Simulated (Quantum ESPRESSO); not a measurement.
# GaInMgAlP4: input and log of a self-consistent run

A calculation, not a measurement. The program is pw.x of Quantum ESPRESSO 7.5 (plane-wave density functional theory). The cell is made up: 8 atoms on a zincblende/diamond lattice, with randomly drawn elements, strain and displacements, not relaxed. PseudoDojo standard norm-conserving files (v0.5 for PBE, v0.4.1 for LDA and PBEsol) set the functional; there is no spin polarisation, spin-orbit coupling or dispersion term, and the masses in the input are unused placeholders. A spin-polarised start on this cell or one of its family kept no moment.

Input:

```
&control calculation='scf', pseudo_dir='./dojo.nc.sr.pbe.v0_5.standard.upf', outdir='./o', disk_io='medium', tprnfor=.true., tstress=.true. /
&system ibrav=0, nat=8, ntyp=5, nbnd=40, ecutwfc=84.00895049, nosym=.true., tot_charge=0,
 occupations='smearing', smearing='fd', degauss=0.0073498644
/
&electrons conv_thr=7.350e-09, electron_maxstep=60, /
ATOMIC_SPECIES
Al 1.0 Al.upf
Ga 1.0 Ga.upf
In 1.0 In.upf
Mg 1.0 Mg.upf
P 1.0 P.upf
CELL_PARAMETERS angstrom
5.8362 0.0677 -0.089
0.0677 5.6978 -0.0246
-0.0908 -0.0251 5.6283
ATOMIC_POSITIONS angstrom
Ga -0.0386 0.0765 0.0284
In 0.0276 2.8375 2.853
Mg 2.9305 0.0604 2.7422
Al 2.9894 2.8853 -0.0762
P 1.5016 1.4125 1.4052
P 1.47 4.2622 4.1556
P 4.3906 1.4891 4.1812
P 4.4895 4.3473 1.2919
K_POINTS automatic
6 6 6 1 1 1
```

The log is shortened where brackets say so; the opening notice, blank lines, dates and the lines on written files are dropped, and the path of the files is cut. It prints rydbergs, bohrs and kilobars, and counts compression as positive stress.

```
     Program PWSCF v.7.5
     Parallel version (MPI & OpenMP), running on       1 processor cores
     Number of MPI processes:                 1
     Threads/MPI process:                     1
     [start-up lines left out]
     bravais-lattice index     =            0
     lattice parameter (alat)  =      11.0308  a.u.
     unit-cell volume          =    1262.5158 (a.u.)^3
     number of atoms/cell      =            8
     number of atomic types    =            5
     number of electrons       =        59.00
     number of Kohn-Sham states=           40
     kinetic-energy cutoff     =      84.0090  Ry
     charge density cutoff     =     336.0358  Ry
     scf convergence threshold =      7.3E-09
     mixing beta               =       0.7000
     number of iterations used =            8  plain     mixing
     Exchange-correlation= PBE
                           (   1   4   3   4   0   0   0)
     [axes and pseudopotential details left out]
   Cartesian axes
     site n.     atom                  positions (alat units)
         1        Ga     tau(   1) = (  -0.0066127   0.0131054   0.0048653  )
         2        In     tau(   2) = (   0.0047282   0.4861004   0.4887558  )
         3        Mg     tau(   3) = (   0.5020325   0.0103473   0.4697743  )
         4        Al     tau(   4) = (   0.5121229   0.4942892  -0.0130540  )
         5        P      tau(   5) = (   0.2572435   0.2419795   0.2407289  )
         6        P      tau(   6) = (   0.2518300   0.7301700   0.7119080  )
         7        P      tau(   7) = (   0.7521665   0.2551021   0.7162936  )
         8        P      tau(   8) = (   0.7691094   0.7447487   0.2213192  )
     number of k points=   108  Fermi-Dirac smearing, width (Ry)=  0.0073
     Number of k-points >= 100: set verbosity='high' to print them.
     Dense  grid:   131347 G-vectors     FFT dimensions: (  72,  64,  64)
     Estimated max dynamical RAM per process >     182.29 MB
     Initial potential from superposition of free atoms
     starting charge      58.9896, renormalised to      59.0000
     Starting wfcs are   43 randomized atomic wfcs
     total cpu time spent up to now is       56.1 secs
     per-process dynamical memory:   118.7 Mb
     Self-consistent Calculation
     iteration #  1     ecut=    84.01 Ry     beta= 0.70
     Davidson diagonalization with overlap
     ethr =  1.00E-02,  avg # of iterations =  4.3
     Threshold (ethr) on eigenvalues was too large:
     Diagonalizing with lowered threshold
     Davidson diagonalization with overlap
     ethr =  5.54E-04,  avg # of iterations =  2.2
     total cpu time spent up to now is      398.0 secs
     total energy              =    -464.73487220 Ry
     estimated scf accuracy    <       0.32965412 Ry
     iteration #  2     ecut=    84.01 Ry     beta= 0.70
     Davidson diagonalization with overlap
     ethr =  5.59E-04,  avg # of iterations =  2.8
     total cpu time spent up to now is      573.5 secs
     total energy              =    -464.81308825 Ry
     estimated scf accuracy    <       0.08039986 Ry
     iteration #  3     ecut=    84.01 Ry     beta= 0.70
     Davidson diagonalization with overlap
     ethr =  1.36E-04,  avg # of iterations =  5.2
     total cpu time spent up to now is      772.9 secs
     total energy              =    -464.82846753 Ry
     estimated scf accuracy    <       0.00551188 Ry
     iteration #  4     ecut=    84.01 Ry     beta= 0.70
     Davidson diagonalization with overlap
     c_bands:  1 eigenvalues not converged
     c_bands:  1 eigenvalues not converged
     c_bands:  1 eigenvalues not converged
     ethr =  9.34E-06,  avg # of iterations =  8.8
     total cpu time spent up to now is      998.5 secs
     total energy              =    -464.82966346 Ry
     estimated scf accuracy    <       0.00338687 Ry
     iteration #  5     ecut=    84.01 Ry     beta= 0.70
     Davidson diagonalization with overlap
     ethr =  5.74E-06,  avg # of iterations =  2.7
     total cpu time spent up to now is     1152.2 secs
     total energy              =    -464.83025977 Ry
     estimated scf accuracy    <       0.00026027 Ry
     iteration #  6     ecut=    84.01 Ry     beta= 0.70
     Davidson diagonalization with overlap
     ethr =  4.41E-07,  avg # of iterations =  2.4
     total cpu time spent up to now is     1338.6 secs
     total energy              =    -464.83032055 Ry
     estimated scf accuracy    <       0.00003485 Ry
     iteration #  7     ecut=    84.01 Ry     beta= 0.70
     Davidson diagonalization with overlap
     ethr =  5.91E-08,  avg # of iterations =  2.3
     total cpu time spent up to now is     1487.8 secs
     total energy              =    -464.83032813 Ry
     estimated scf accuracy    <       0.00000593 Ry
     iteration #  8     ecut=    84.01 Ry     beta= 0.70
     Davidson diagonalization with overlap
     ethr =  1.00E-08,  avg # of iterations =  2.2
     total cpu time spent up to now is     1680.7 secs
     total energy              =    -464.83032949 Ry
     estimated scf accuracy    <       0.00000098 Ry
     iteration #  9     ecut=    84.01 Ry     beta= 0.70
     Davidson diagonalization with overlap
     ethr =  1.66E-09,  avg # of iterations =  3.0
     total cpu time spent up to now is     1840.5 secs
     total energy              =    -464.83032977 Ry
     estimated scf accuracy    <       0.00000045 Ry
     iteration # 10     ecut=    84.01 Ry     beta= 0.70
     Davidson diagonalization with overlap
     ethr =  7.62E-10,  avg # of iterations =  2.0
     total cpu time spent up to now is     2009.4 secs
     total energy              =    -464.83032987 Ry
     estimated scf accuracy    <       0.00000001 Ry
     iteration # 11     ecut=    84.01 Ry     beta= 0.70
     Davidson diagonalization with overlap
     ethr =  2.01E-11,  avg # of iterations =  4.1
     total cpu time spent up to now is     2238.0 secs
     End of self-consistent calculation
     [lines on levels left out]
!    total energy              =    -464.83032988 Ry
     estimated scf accuracy    <          3.3E-09 Ry
     smearing contrib. (-TS)   =      -0.00943142 Ry
     internal energy E=F+TS    =    -464.82089845 Ry
     The total energy is F=E-TS. E is the sum of the following terms:
     one-electron contribution =    -259.30502304 Ry
     hartree contribution      =     156.61669236 Ry
     xc contribution           =    -116.30211684 Ry
     ewald contribution        =    -245.83045094 Ry
     convergence has been achieved in  11 iterations
     Forces acting on atoms (cartesian axes, Ry/au):
     atom    1 type  2   force =     0.02475479   -0.02042849    0.00329188
     atom    2 type  3   force =    -0.00676423   -0.01417247   -0.01407059
     atom    3 type  4   force =     0.00720102   -0.02392282    0.02197652
     atom    4 type  1   force =    -0.00553231    0.00325907    0.01108796
     atom    5 type  5   force =    -0.00192424    0.01774817   -0.06223575
     atom    6 type  5   force =     0.02658743    0.03594959    0.05742145
     atom    7 type  5   force =    -0.02413832   -0.00150000    0.02666003
     atom    8 type  5   force =    -0.02018414    0.00306694   -0.04413150
     Total force =     0.126117     Total SCF correction =     0.000205
     Computing stress (Cartesian axis) and pressure
          total   stress  (Ry/bohr**3)                   (kbar)     P=        3.01
  -0.00000587  -0.00007421   0.00017022           -0.86      -10.92       25.04
  -0.00007421   0.00001744  -0.00000624          -10.92        2.57       -0.92
   0.00017022  -0.00000624   0.00004987           25.04       -0.92        7.34
     init_run     :     52.99s CPU     55.86s WALL (       1 calls)
     electrons    :   2103.83s CPU   2181.97s WALL (       1 calls)
     forces       :     25.73s CPU     26.08s WALL (       1 calls)
     stress       :     95.30s CPU     95.76s WALL (       1 calls)
     [timing details left out]
     PWSCF        :  37m58.81s CPU  39m22.31s WALL
     JOB DONE.
```

In other units: free energy -6324.339 eV for the cell, pressure 0.30 GPa, largest force component 1.600 eV/Å. A rerun of the same cell at another strain at 1437 eV and a 8 x 8 x 8 mesh moved values by no more than 0.004 eV in energy, 0.02 GPa in stress and 0.004 eV/Å in force.